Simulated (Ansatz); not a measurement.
# Structures of Na2Ti: which is lowest?

Plane-wave DFT in Ansatz with scalar-relativistic PAW potentials, cutoff 420 eV, Γ-centred meshes chosen by cell and gap, Gaussian smearing with energies taken to zero width. Every cell was relaxed (cell and atoms) in a run of its own, within the symmetry of its start. Functional: PBE.

Relaxed structures (starts from databases or built by putting these elements on another compound's sites):
A. C2/m, 6 atoms in the computed cell, a = 11.149 Å, b = 6.752 Å, c = 4.797 Å, β = 114.0°; sites (symmetry × multiplicity) Na -1 × 4 + m × 4, Ti m × 4; start: built
B. Fd-3m, 6 atoms in the computed cell, a = 8.391 Å; sites (symmetry × multiplicity) Na .-3m × 16, Ti -43m × 8; start: built

Task: Rank them by energy. Could pressure change the order?

Result:
```tsv
structure	group	E − E(lowest) (meV/atom)	V (Å³/atom)	gap on mesh (eV)
A	C2/m	0.0	27.48	0.00
B	Fd-3m	316	24.62	0.00
```

A is lowest, 316 meV/atom under B. B is denser by 2.86 Å³/atom, so pressure favours it: ΔE/ΔV, with ΔE in eV and 1 eV/Å³ = 160.2 GPa, gives about 18 GPa for equal enthalpy if both cells were rigid; at such pressures compression changes ΔV much, so this is a scale only. Other structures may lie lower than all of these, and vibrations aren't counted.